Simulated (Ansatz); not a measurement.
All-electron LAPW in Ansatz 0.2.0 under LDA, scalar-relativistic, energies extrapolated to zero smearing. Slabs are 1×1 cells cut from bulk crystals relaxed on PAW files, with atoms then relaxed, 16 to 20 Å of vacuum, a dipole correction, k spacings of 0.16 to 0.26 Å⁻¹ and smearing of 0.02 to 0.1 eV, without spin–orbit coupling or spin polarisation. The bulk type named needn't be the stable one, and no reconstruction is allowed.

Task: Order these slabs by work function, lowest first.
A. fcc Cu (111), 5 layers
B. fcc Sb (111), 5 layers
C. hcp Zr (0001), 4 layers

Result: B (4.34 eV), C (4.45 eV), A (5.24 eV).
